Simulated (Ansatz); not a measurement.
Polymorphs of BP, each relaxed with plane-wave PAW r²SCAN+D4 (Ansatz code):

A: P6_3/mmc
a = b = 3.1982 Å, c = 7.9668 Å, α = β = 90.00°, γ = 120.00°

```
atom  site  symmetry       x       y       z
----  ----  --------  ------  ------  ------
B       2c      -6m2  0.3333  0.6667  0.2500
P       2d      -6m2  0.6667  0.3333  0.2500
```

B: Pnma
a = 6.2339 Å, b = 3.2174 Å, c = 5.3632 Å, α = β = γ = 90.00°

| atom | site | symmetry | x | y | z |
|---|---|---|---|---|---|
| B | 4c | .m. | 0.1626 | 0.2500 | 0.3997 |
| P | 4c | .m. | 0.3385 | 0.2500 | 0.1076 |

### Question
Put the candidates in order of energy per atom at 0 K, lowest first, for r²SCAN+D4.

### Answer
B (+0 meV/atom), A (+135 meV/atom)

### Question
Give each one's gap.

### Answer
A 0.87 eV; B 0.80 eV.

Typed or built starts, not in the databases checked: A; B. Not the usual ambient phase: A; B. All cells were relaxed under the symmetry of their starts (and spin orders); stability against distortions was not tested throughout.

Energies hold the estimated change up to a 700 eV cutoff; steps of a few meV lie near the error of the meshes.

Potentials: the earlier of the program's two PAW sets.
